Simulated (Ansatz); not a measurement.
B₂O₃:
```yaml
crystal:
  lattice:
    - [4.34269, 0.00000, 0.00000]
    - [-2.17135, 3.76088, 0.00000]
    - [0.00000, 0.00000, 8.38895]
  atoms:
    - { symbol: B, position: [0.77036, 0.60264, 0.77532] }
    - { symbol: B, position: [0.39736, 0.16771, 0.10865] }
    - { symbol: B, position: [0.83229, 0.22964, 0.44198] }
    - { symbol: B, position: [0.60264, 0.77036, 0.22468] }
    - { symbol: B, position: [0.16771, 0.39736, 0.89135] }
    - { symbol: B, position: [0.22964, 0.83229, 0.55802] }
    - { symbol: O, position: [0.14369, 0.54573, 0.46201] }
    - { symbol: O, position: [0.45427, 0.59796, 0.79534] }
    - { symbol: O, position: [0.40204, 0.85631, 0.12867] }
    - { symbol: O, position: [0.54573, 0.14369, 0.53799] }
    - { symbol: O, position: [0.59796, 0.45427, 0.20466] }
    - { symbol: O, position: [0.85631, 0.40204, 0.87133] }
    - { symbol: O, position: [0.00000, 0.84016, 0.66667] }
    - { symbol: O, position: [0.15984, 0.15984, 0.00000] }
    - { symbol: O, position: [0.84016, 0.00000, 0.33333] }
```

Relaxed with r²SCAN.

**Question.** Give the Bader charges and basin volumes of the independent atoms, r²SCAN (plane waves, PAW; program Ansatz).

**Answer.** 

| atom | Bader charge (e) | Bader volume (Å³) |
|---|---|---|
| B1 | +2.45 | 1.4 |
| O7 | -1.63 | 14.4 |
| O13 | -1.64 | 14.1 |

Space group P3_121. The first step of the workflow began from a Materials Project structure, measured or hypothetical; the Crystallography Open Database files this formula in space group No. 152, but the cells were not matched. Its standing as an ambient phase is unchecked. The r²SCAN relaxation kept the symmetry of its start; its stability against distortions is not shown here.

Potentials: the earlier of the program's two PAW sets.
